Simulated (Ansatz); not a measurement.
# Two-dimensional strain map in CsHgBr3

Level of theory: DFT r2SCAN, scalar-relativistic, plane waves, PAW (Ansatz). Settings: plane waves to 500 eV, k-mesh 8×8×8 (Γ-centred), Gaussian smearing 0.15 eV. Spin–orbit coupling is left out, which can shift energies with elements as heavy as these. No spin polarisation. Energies are free energies at this smearing, counted from the undisturbed cell; pressure is positive in compression.

The undisturbed cell (as given, not relaxed at this level; it stands at -2.0 GPa, and it needn't be the usual structure):

```xyz
5
Lattice="5.7700 0.0000 0.0000 0.0000 5.7700 0.0000 0.0000 0.0000 5.7700" Properties=species:S:1:pos:R:3 pbc="T T T"
Cs    0.0000    0.0000    0.0000
Hg    2.8850    2.8850    2.8850
Br    0.0000    2.8850    2.8850
Br    2.8850    0.0000    2.8850
Br    2.8850    2.8850    0.0000
```

The cell is strained by p along both x and y and by q along z, fractional coordinates fixed. Points are written (p, q).

Energy above the undisturbed cell in meV/atom (a dash: not computed):

```
 p \ q  -0.050  0.000  0.050
-0.050    -8.8  -16.7   -3.5
 0.000       ?    0.0      ?
 0.050    37.2   66.9      –
```

Task: Fill in the withheld energies.

Result: (0.000, -0.050): -13.6; (0.000, 0.050): 30.1.

Symmetry holds off the tilts and polar distortions that many cubic perovskites undergo.